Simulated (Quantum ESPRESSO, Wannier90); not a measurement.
# Wannierisation of Mg$_{3}$ZnO$_{4}$ (Cmmm)

Materials Project entry mp-753315; symmetrised, unrelaxed at this level. Not found in the COD (Crystallography Open Database) copy used; not checked further. Method: LDA plane waves in Quantum ESPRESSO 7.5 (PseudoDojo norm-conserving files, 68 Ry, no spin polarisation, no spin-orbit coupling), Bloch states on a 4×4×8 mesh through Γ, Wannier90 4.0.1. Density: 6×6×10 mesh, cold smearing 0.01 Ry.

```
begin unit_cell_cart
ang
    3.0230000000   -4.2767050000    0.0000000000
    3.0230000000    4.2767050000    0.0000000000
    0.0000000000    0.0000000000    3.0280800000
end unit_cell_cart
mp_grid = 4 4 8
```

Problem. Which shells of neighbouring k-points and which b-vectors and weights does Wannier90 pick for this cell and mesh?

Solution. 
```
 *---------------------------------- K-MESH ----------------------------------*
 +----------------------------------------------------------------------------+
 |                    Distance to Nearest-Neighbour Shells                    |
 |                    ------------------------------------                    |
 |          Shell             Distance (Ang^-1)          Multiplicity         |
 |          -----             -----------------          ------------         |
 |             1                   0.259372                      2            |
 |             2                   0.318160                      4            |
 |             3                   0.367291                      2            |
 |             4                   0.410487                      8            |
 |             5                   0.449640                      4            |
 |             6                   0.518743                      2            |
 |             7                   0.519615                      2            |
 |             8                   0.580753                      4            |
       ... (lines left out)
 +----------------------------------------------------------------------------+
 | The b-vectors are chosen automatically                                     |
 | The following shells are used:                       1,  2,  3             |
 +----------------------------------------------------------------------------+
 |                        Shell   # Nearest-Neighbours                        |
 |                        -----   --------------------                        |
 |                          1               2                                 |
 |                          2               4                                 |
 |                          3               2                                 |
 +----------------------------------------------------------------------------+
 | Completeness relation is fully satisfied [Eq. (B1), PRB 56, 12847 (1997)]  |
 +----------------------------------------------------------------------------+
 |                  b_k Vectors (Ang^-1) and Weights (Ang^2)                  |
 |                  ----------------------------------------                  |
 |            No.         b_k(x)      b_k(y)      b_k(z)        w_b           |
 |            ---        --------------------------------     --------        |
 |             1         0.000000    0.000000    0.259372     7.432329        |
 |             2         0.000000    0.000000   -0.259372     7.432329        |
 |             3         0.259808    0.183646    0.000000     3.703706        |
 |             4         0.259808   -0.183646    0.000000     3.703706        |
 |             5        -0.259808   -0.183646    0.000000     3.703706        |
 |             6        -0.259808    0.183646    0.000000     3.703706        |
 |             7         0.000000   -0.367291    0.000000     1.854517        |
 |             8         0.000000    0.367291    0.000000     1.854517        |
```
